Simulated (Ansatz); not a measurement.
Data:

GaPd3C (anti-perovskite, space group No. 221), a = b = c = 4.115 Å, α = β = γ = 90.00°.

This is the r²SCAN-relaxed structure.

### Question
All from r²SCAN (plane waves, PAW; program Ansatz), unless another level is named. Give the electronic character.

### Answer
metallic (no gap).

### Question
Give the formation energy from the elements (no fitted shifts).

### Answer
0.13 eV/atom.

### Question
What about the density of states at the Fermi level?

### Answer
0.45 states/eV per atom (mean over ±0.08 eV).

### Question
Next, the gap with spin–orbit coupling?

### Answer
none (metallic).

Space group Pm-3m (anti-perovskite). The start of the workflow was typed in or built on a structure type; neither database checked (COD, Materials Project) lists it. Its standing as an ambient phase is unchecked. The cell was relaxed with r²SCAN under the symmetry of its start; its stability against distortions is not shown here. The run is not spin-polarised. The references are the lowest solids computed at this level, not always the standard phases. Scalar-relativistic: spin–orbit coupling is off unless named, which matters more the heavier the elements.

Potentials: the earlier of the program's two PAW sets. The files were generated under PBE; for other functionals the program regenerates the frozen cores, and for LDA and PBEsol the local potential too.
